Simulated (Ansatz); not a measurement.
Relaxed-ion elastic tensor of Sn (β-Sn type, I4_1/amd) in GPa (Voigt order), the program Ansatz at the r²SCAN level (PAW); density 7.14 g/cm³, 27.61 Å³ per atom.

```
      1     2     3     4     5     6
-  ----  ----  ----  ----  ----  ----
1  78.6  54.8  33.9   0.0   0.0   0.0
2  54.8  78.6  33.9   0.0   0.0   0.0
3  33.9  33.9  83.7   0.0   0.0   0.0
4   0.0   0.0   0.0  26.9   0.0   0.0
5   0.0   0.0   0.0   0.0  26.9   0.0
6   0.0   0.0   0.0   0.0   0.0  31.0
```

Task: Is the crystal mechanically stable?

Result: Yes: the smallest eigenvalue of C is 23.8 GPa.

Task: Work out the Voigt, Reuss and Hill averages.

Result: K_V = 54.0, K_R = 53.7, K_H = 53.8; G_V = 24.8, G_R = 22.0, G_H = 23.4 GPa.

Task: Give Young's modulus, Poisson's ratio, Pugh's ratio and the universal anisotropy index.

Result: E = 9KG/(3K + G) = 61.4 GPa; ν = 0.31; K/G = 2.30 (ductile by the Pugh limit of 1.75); A_U = 5G_V/G_R + K_V/K_R − 6 = 0.65.

Task: Estimate the sound speeds and the Debye temperature.

Result: v_l = √((K + 4G/3)/ρ) = 3450 m/s, v_t = √(G/ρ) = 1810 m/s, mean 2030 m/s; Θ = (h/k)(3n/4πV)^(1/3) v_m = 200 K.

Task: Solve the Christoffel equation for the three sound speeds along x, y, z.

Result: Eigenvalues of C_ijkl n_j n_l equal ρv². In km/s, slowest first: x 1.94, 2.08, 3.32; y 1.94, 2.08, 3.32; z 1.94, 1.94, 3.42.

Task: How much does each axis shrink under pressure?

Result: Linear compressibilities β_i = Σ_j S_ij (j = 1 to 3): x 5.6, y 5.6, z 7.4 per TPa.

The cell was relaxed with r²SCAN under the symmetry of its start. As this level gives no gap, shear constants depend on the k-mesh and smearing (Fermi–Dirac, 0.1 eV here). On the denser mesh and wider smearing of the elastic run this cell carries a stress of 0.5 GPa. Scalar-relativistic: spin–orbit coupling is off unless named, which matters more the heavier the elements.

Potentials: the earlier of the program's two PAW sets. The files were generated under PBE; for other functionals the program regenerates the frozen cores, and for LDA and PBEsol the local potential too.
